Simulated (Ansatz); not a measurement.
Values for one crystal, relaxed and computed with r²SCAN (plane waves, PAW; program Ansatz); other levels are named.

* **Volume per atom**: 29.75 Å³
* **Electronic character**: metallic (no gap)
* **Density of states at the Fermi level**: 0.18 states/eV per atom (mean over ±0.08 eV)
* **Formation energy from the elements (no fitted shifts)**: -1.24 eV/atom

Which compound is it?
A. EuGaSi, P-6m2 (Eu on 1a, Ga on 1d, Si on 1f)
B. YSi2Ru2, I4/mmm (Y on 2a, Si on 4e, Ru on 4d)
C. GaP, P4_2/mmc (Ga on 2c, P on 2e)
D. YGaI, P-3m1 (Y on 2c, Ga on 2d, I on 2d)

D, YGaI, P-3m1 (Y on 2c, Ga on 2d, I on 2d)

The workflow started from a Materials Project entry (that database holds measured and hypothetical structures alike); the Crystallography Open Database copy checked does not list it. Its standing as an ambient phase is unchecked. Symmetry was held in the r²SCAN relaxation; its stability against distortions is not shown here. The run is not spin-polarised. A crystal of weakly bound layers computed without a dispersion correction: the cell and the soft elastic constants depend strongly on that. The references are the lowest solids computed at this level, not always the standard phases. Scalar-relativistic: spin–orbit coupling is off unless named, which matters more the heavier the elements.

Potentials: the later of the program's two PAW sets.
